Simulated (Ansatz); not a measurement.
TiTeS:
```yaml
crystal:
  lattice:
    - [3.47866, 0.00000, 0.00000]
    - [-1.73933, 3.01260, 0.00000]
    - [0.00000, 0.00000, 6.07949]
  atoms:
    - { symbol: Ti, position: [0.33333, 0.66667, 0.03419] }
    - { symbol: Te, position: [0.00000, 0.00000, 0.72559] }
    - { symbol: S, position: [0.66667, 0.33333, 0.24022] }
```

This is the LDA-relaxed structure.

**Question.** All from plane-wave PAW LDA (Ansatz code), unless another level is named. Give the bulk modulus (Birch–Murnaghan fit).

**Answer.** 33.3 GPa.

**Question.** Next, the zero-point energy?

**Answer.** 35.7 meV/atom.

**Question.** Predict the vibrational entropy at 300 K.

**Answer.** 31.5 J/(K·mol of atoms).

**Question.** What about the highest zone-centre frequency?

**Answer.** 364 cm^-1.

Space group P3m1. The first step of the workflow began from a Materials Project structure, measured or hypothetical; the Crystallography Open Database copy checked does not list it. Its standing as an ambient phase is unchecked. Symmetry was held in the LDA relaxation; its stability against distortions is not shown here. No spin polarisation was allowed. A crystal of weakly bound layers computed without a dispersion correction: the cell and the soft elastic constants depend strongly on that. As this level gives no gap, phonon frequencies hold no LO–TO term and depend on the k-mesh and smearing (Fermi–Dirac, 0.1 eV here). Scalar-relativistic: spin–orbit coupling is off unless named, which matters more the heavier the elements.

Potentials: the later of the program's two PAW sets.
